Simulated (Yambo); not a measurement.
Yambo run on CuI (space group P4/nmm, No. 129). The wavefunctions come from this Quantum ESPRESSO step (PBEsol, PseudoDojo standard norm-conserving files, scalar-relativistic):

```
&CONTROL
  calculation = 'nscf'
  pseudo_dir = './pseudo'
  outdir = './out'
/
&SYSTEM
  ibrav = 0
  nat = 4
  ntyp = 2
  ecutwfc = 92.0
  ecutrho = 368.0
  occupations = 'fixed'
  force_symmorphic = .true.
  nbnd = 209
/
&ELECTRONS
  conv_thr = 4e-09
  diago_full_acc = .true.
  diago_thr_init = 1e-08
/
ATOMIC_SPECIES
Cu 63.5460 Cu.upf
I 126.9045 I.upf
CELL_PARAMETERS angstrom
  4.015431704000   0.000000000000   0.000000000000
  0.000000000000   4.015431704000   0.000000000000
  0.000000000000   0.000000000000   6.214015946000
ATOMIC_POSITIONS crystal
Cu   0.500000000000   0.500000000000   0.000000000000
Cu   0.000000000000   0.000000000000   0.000000000000
I   0.500000000000   0.000000000000   0.276202857200
I   0.000000000000   0.500000000000   0.723797142800
K_POINTS automatic
4 4 2 0 0 0
```

Yambo input:

```
rim_cut
gw0
dyson
el_el_corr
HF_and_locXC
ppa
em1d
RandQpts= 1000000
RandGvec= 1 Ry
EXXRLvcs= 92 Ry
VXCRLvcs= 368 Ry
Chimod= "HARTREE"
% BndsRnXp
 9 | 208 |
%
NGsBlkXp= 8 Ry
% LongDrXp
 1.0 | 1.0 | 1.0 |
%
PPAPntXp= 27.2114 eV
% GbndRnge
 1 | 208 |
%
GTermKind= "BG"
DysSolver= "n"
ExtendOut
% QPkrange
 1 | 1 | 26 | 27 |
 2 | 2 | 26 | 27 |
 5 | 5 | 26 | 27 |
 6 | 6 | 26 | 27 |
 11 | 11 | 26 | 27 |
 12 | 12 | 26 | 27 |
%
```

k points by index: 1 = Γ, 2 = Z, 5 = X, 6 = R, 11 = M, 12 = A.

Resulting energies as the program prints them:

```
#    K-point    Band    Eo [eV]    E [eV]    E-Eo [eV]    Vxc [eV]    Vnlxc [eV]    Sc|Eo [eV]    Sc|E [eV]    dSc/dw|Eo [eV]    Re(Z)    Im(Z)
#
    1    26    0.000000    -0.643934    -0.643934    -21.57571    -26.19215    3.777473    3.972506    -8.239961    0.767567    -0.001516
    1    27    1.389270    1.725338    0.336068    -10.22898    -6.034648    -3.782613    -3.858265    -6.123526    0.816301    -0.001266
    2    26    -0.525609    -1.190844    -0.665234    -22.35598    -27.60130    4.368755    4.580086    -8.642416    0.758951    -0.001600
    2    27    3.355456    3.855538    0.500082    -14.65264    -10.23405    -3.791903    -3.918503    -6.887511    0.798012    -0.001098
    5    26    -0.589658    -1.257243    -0.667585    -22.57794    -27.89995    4.441483    4.654422    -8.677556    0.758208    -0.001530
    5    27    3.725305    4.195648    0.470343    -12.56197    -7.807477    -4.166138    -4.284147    -6.825308    0.799469    -0.001533
    6    26    -0.542787    -1.206242    -0.663455    -22.70894    -28.02881    4.444758    4.656416    -8.678966    0.758178    -0.001597
    6    27    1.971372    2.308791    0.337420    -11.92147    -7.968811    -3.535023    -3.615240    -6.467244    0.807970    -0.001309
    11    26    -1.222654    -1.841283    -0.618628    -30.27680    -38.19511    7.061234    7.299683    -10.48458    0.721860    -0.001848
    11    27    2.244685    2.570281    0.325596    -13.32222    -9.641491    -3.275118    -3.355129    -6.684922    0.802781    -0.001333
    12    26    -1.074627    -1.684162    -0.609535    -30.42618    -38.18210    6.913914    7.146380    -10.37415    0.723981    -0.001775
    12    27    4.045092    4.358157    0.313065    -14.01329    -10.31134    -3.310248    -3.388884    -6.832620    0.799298    -0.001421
```
(The two width columns are left out.) Convergence of these settings isn't established.

Spin-orbit coupling is not included.

Geometry relaxed with PBE+D3(BJ).

This is not the ordinary phase of the substance; no match was found in the copy of COD used, and its stability was not checked.
